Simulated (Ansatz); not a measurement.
MoRu5: a bulk modulus from differences

The structure comes from a generated guess, relaxed at this level; another structure or a mixture of phases may lie lower.

The calculation used Ansatz 0.2.0, DFT PBE, scalar-relativistic, plane waves, PAW. The final run on the 6-atom cell used 420 eV, a Γ-centred 18×18×4 mesh, 0.10 eV smearing and no spin polarisation.

```
Mo Ru
1.0
     2.73834    0.00000    0.00000
    -1.36917    2.37147    0.00000
     0.00000    0.00000   13.03453
Mo Ru
1 5
Cartesian
  0.0000 0.0000 6.5173
  0.0000 1.5810 0.0000
  0.0000 1.5810 4.2850
  0.0000 1.5810 8.7495
  0.0000 0.0000 10.9065
  0.0000 0.0000 2.1281
```

The cell was set to several volumes, with shape and atoms relaxed at each where symmetry leaves them free. Pressure is positive in compression, and energies count from the lowest row. No row has a gap on its mesh.

| row | V (Å³/atom) | P (GPa) | ΔE (meV/atom) |
| --- | --- | --- | --- |
| 1 | 12.415 | 51.39 | 240.6 |
| 2 | 12.838 | ? | ? |
| 3 | 13.261 | 21.36 | 53.1 |
| 4 | 13.684 | 9.77 | 12.5 |
| 5 | 14.108 | 0.02 | 0.0 |
| 6 | 14.531 | -8.20 | 11.2 |
| 7 | 14.954 | -15.10 | 42.4 |
| 8 | 15.518 | -22.59 | 109.4 |

Problem. Find B = −V·ΔP/ΔV from rows 4 and 6 and from rows 1 and 3, and from the two its slope B′ and its value B0 at zero pressure.

Solution. Rows 4 and 6 give −(13.684 + 14.531)/2 × (-8.20 − (9.77))/(14.531 − 13.684) = 299.3 GPa at a mean pressure of 0.79 GPa. Rows 1 and 3 give −(12.415 + 13.261)/2 × (21.36 − (51.39))/(13.261 − 12.415) = 455.7 GPa at a mean pressure of 36.38 GPa. So B′ = (455.7 − 299.3)/(36.38 − (0.79)) = 4.39 and B0 = 299.3 − 4.39 × (0.79) = 295.8 GPa. A third-order Birch–Murnaghan fit to all the energies gives B0 = 297.7 GPa and B′ = 4.7.

Problem. Estimate the pressure and energy of row 2.

Solution. From row 5, V0 = 14.108 × (1 + (0.02)/295.8) = 14.109 Å³/atom. Murnaghan's form P = (B0/B′)·[(V0/V)^B′ − 1] gives (295.8/4.39) × [(14.109/12.838)^4.39 − 1] = 34.60 GPa; the computed pressure is 35.09 GPa, so the estimate is off by -0.49 GPa. The work of compression from row 3, with the mean of the two pressures, gives ΔE = 53.1 + (34.60 + 21.36)/2 × (13.261 − 12.838)/160.2 × 1000 = 127.0 meV/atom (1 eV/Å³ = 160.2 GPa); the computed value is 127.1 meV/atom.

All volumes keep the k mesh of the relaxed cell. A later test with randomly moved atoms came back to the same energy, though modes that don't fit the test's cell weren't probed.
